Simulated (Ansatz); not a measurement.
Consider a crystal of RbSr in space group P6/mmm (No. 191), with Rb on 1a; Sr on 1b.

All numbers below come from Ansatz 0.2.0, DFT PBE, scalar-relativistic, plane waves, PAW. Cutoff 420 eV, Γ-centred mesh, Gaussian smearing, no spin polarisation.

Formation energies are uncorrected and refer to the elements' standard structures at the same level.

Question: Which cell and coordinates does it relax to?

Answer:

Space group P6/mmm (No. 191). a = 4.371 Å, b = 4.371 Å, c = 8.620 Å, α = 90.00°, β = 90.00°, γ = 120.00°
```json
{"atom": "Rb", "site": "1a", "symmetry": "6/mmm", "x": "0.0000", "y": "0.0000", "z": "0.0000"}
{"atom": "Sr", "site": "1b", "symmetry": "6/mmm", "x": "0.0000", "y": "0.0000", "z": "0.5000"}
```

Rb has 2 Sr at 4.31 Å and 6 Rb at 4.37 Å; Sr has 2 Rb at 4.31 Å and 6 Sr at 4.37 Å. Another local minimum with the same sites may exist.

Question: Where does its energy lie, and is it a metal?

Answer: The formation energy is +0.22 eV/atom. The gap on the 12×12×8 mesh of the 2-atom cell is 0 eV (a metal). The separate elements lie lower, so it is unstable against them.

The last run used Gaussian smearing of 0.10 eV. Symmetry constrained the relaxation, so the result can be a saddle point. Another cell of RbSr relaxed alike, in P-6m2, lies 89 meV/atom lower, so this cell isn't the stable form at this level.
